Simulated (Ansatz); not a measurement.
Given:

SiC:
```cif
data_C4Si4
_chemical_formula_sum 'Si4 C4'
_space_group_name_H-M_alt 'P63mc'
_space_group_IT_number 186
_space_group_name_Hall 'P 6c -2c'
_cell_length_a 3.07761
_cell_length_b 3.07761
_cell_length_c 10.07629
_cell_angle_alpha 90.000
_cell_angle_beta 90.000
_cell_angle_gamma 120.000
loop_
_atom_site_label
_atom_site_type_symbol
_atom_site_symmetry_multiplicity
_atom_site_Wyckoff_symbol
_atom_site_fract_x
_atom_site_fract_y
_atom_site_fract_z
_atom_site_occupancy
Si1 Si 2 a 0.00000 0.00000 0.00030 1
Si2 Si 2 b 0.33333 0.66667 0.25025 1
C1 C 2 a 0.00000 0.00000 0.31287 1
C2 C 2 b 0.33333 0.66667 0.06221 1
```

This is the r²SCAN-relaxed structure.

**Question.** All from r²SCAN (plane waves, PAW; program Ansatz), unless another level is named. Predict the highest zone-centre frequency (without LO–TO term).

**Answer.** 929 cm^-1.

**Question.** Give the Hill bulk and shear moduli.

**Answer.** 228 and 202 GPa.

**Question.** Give the zero-point energy.

**Answer.** 112.0 meV/atom.

Space group P6_3mc (4H polytype). Symmetry was held in the r²SCAN relaxation; phonons on a q-mesh show no instability.

Potentials: the later of the program's two PAW sets.
